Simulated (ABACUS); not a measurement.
Input and output of a self-consistent single point for HfSi (Pnma, 8 atoms in the cell; from Materials Project mp-1042, changed as shown) (ABACUS).

Computed with PBEsol, PseudoDojo 0.4 standard norm-conserving PBEsol (tails mended) pseudopotentials (plane waves; ABACUS 3.10.1).

The change in words: volume scaled by 1.02. Reference geometry (Pnma):
```
HfSi
1.0
    6.86240     0.00000     0.00000
    0.00000     3.76823     0.00000
    0.00000     0.00000     5.22345
Hf Si
4 4
Cartesian
  4.63308   0.94206   1.95561
  2.22932   2.82617   3.26784
  5.66052   2.82617   4.56733
  1.20188   0.94206   0.65612
  3.72711   0.94206   4.49671
  3.13529   2.82617   0.72674
  6.56649   2.82617   1.88499
  0.29591   0.94206   3.33846
```

Reference input (self-consistent single point, DFT, PBEsol, plane waves, PseudoDojo 0.4 standard norm-conserving PBEsol (tails mended) pseudopotentials): KPT = Gamma 3 5 3 0 0 0; basis_type = pw; dft_functional = PBESOL; ecutwfc = 58 Ry; smearing_method = mv; smearing_sigma = 0.00999582 Ry; potentials = PseudoDojo 0.4 standard norm-conserving PBEsol (tails mended); symmetry = 1; symmetry_prec = 1e-05; ks_solver = cg; scf_nmax = 100; scf_thr = 1.0e-09 Ry. This run's input differs from it in these lines:

```diff
@@ -27,5 +27,5 @@
 LATTICE_VECTORS
-   6.8624000000    0.0000000000    0.0000000000
-   0.0000000000    3.7682300000    0.0000000000
-   0.0000000000    0.0000000000    5.2234500000
+   6.9078500000    0.0000000000    0.0000000000
+   0.0000000000    3.7931870000    0.0000000000
+   0.0000000000    0.0000000000    5.2580450000
```

Output (repeated stretches shortened):

```
 SELF-CONSISTENT
 -------------------------------------------
                                 init_chg = atomic

 PW ALGORITHM --------------- ION=   1  ELEC=   1--------------------------------
 Notice: Threshold on eigenvalues was too large.

 Density error is 0.17689509009
                          Error Threshold = 0.000220686228754
 E_KohnSham     -485.3719187172      -6603.8237437467
 E_Fermi        1.0385309431         14.1299383757

 PW ALGORITHM --------------- ION=   1  ELEC=   2--------------------------------

 Density error is 0.0436021387385
                          Error Threshold = 0.000276398578266
   [... lines left out ...]

 Density error is 1.56068711127e-08
                          Error Threshold = 1.84538385329e-10
 E_KohnSham     -485.4240943594      -6604.5336297774
 E_Fermi        1.0264433782         13.9654786173

 PW ALGORITHM --------------- ION=   1  ELEC=   8--------------------------------

 Density error is 8.11682156322e-10
                          Error Threshold = 2.43857361135e-11
 E_KohnSham     -485.4240943630      -6604.5336298262
 E_KS(sigma->0) -485.4236701069      -6604.5278575255
 E_entropy(-TS) -0.0008485123        -0.0115446016
 E_Fermi        1.0264484469         13.9655475810
 charge density convergence is achieved
 final etot is -6604.5336298 eV
 EFERMI = 13.965547581 eV

 STATE ENERGY(eV) AND OCCUPATIONS    NSPIN == 1
   [... 39 lines left out ...]

 TOTAL-FORCE (eV/Angstrom)
                       Hf1         0.1607116038         0.0000000000        -0.0425502864
                       Hf2        -0.1607116038         0.0000000000         0.0425502864
                       Hf3        -0.1607116038         0.0000000000        -0.0425502864
                       Hf4         0.1607116038         0.0000000000         0.0425502864
                       Si1         0.0118357638         0.0000000000        -0.0636562717
                       Si2        -0.0118357638         0.0000000000         0.0636562717
                       Si3        -0.0118357638         0.0000000000        -0.0636562717
   [... lines left out ...]

 TOTAL-STRESS (KBAR)
       -46.7231676715         0.0000000000         0.0000000000
         0.0000000000       -45.9800185994         0.0000000000
         0.0000000000         0.0000000000       -42.6373167435
 TOTAL-PRESSURE: -45.113501 KBAR

 --------------------------------------------
 !FINAL_ETOT_IS -6604.5336298262454875 eV
 --------------------------------------------
```

The run converged in 8 iterations. Against the reference run the free energy goes up by 6.5 meV/atom, the pressure goes from -1.59 to -4.51 GPa and the largest force moves little (0.165 to 0.166 eV/Å).

The structure comes from a collection of computed structures, made at another level of theory; the collection holds predicted forms beside known ones. No clean gap shows at this smearing width and mesh (spacing up to 0.40 Å⁻¹); the mesh is coarse for partly filled bands, so the values carry mesh errors.

Cost on one core: about 4 core-minutes (a rough figure).

“Tails mended”: in these copies of the files the far tail of each local potential was reset to the Coulomb form.
